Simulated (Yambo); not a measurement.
Data:

```
CELL_PARAMETERS angstrom
      0.00000     2.88175     2.88175
      2.88175     0.00000     2.88175
      2.88175     2.88175     0.00000
ATOMIC_POSITIONS crystal
  P  0.75000 0.75000 0.75000
  In 0.00000 0.00000 0.00000
```

Workflow: PBE (stringent potentials; pw.x of Quantum ESPRESSO, ONCV potentials, no spin-orbit coupling), then G0W0 in Yambo (4×4×4 Γ-centred k mesh, bands 5 to 225 and a 15 Ry block in the screening, 225 bands in G with the Bruneval-Gonze terminator, plasmon pole fitted at 27.2 eV).

Task: Give the PBE and G0W0 gaps between the band edges found on this mesh, and say where the edges lie.

Result: Edges: Γ → Γ. PBE: 0.98 eV; G0W0: 1.75 eV. Convergence of the G0W0 settings was not tested. Spin-orbit splittings are left out.

Geometry strained from the cell relaxed with PBEsol, atoms relaxed again.
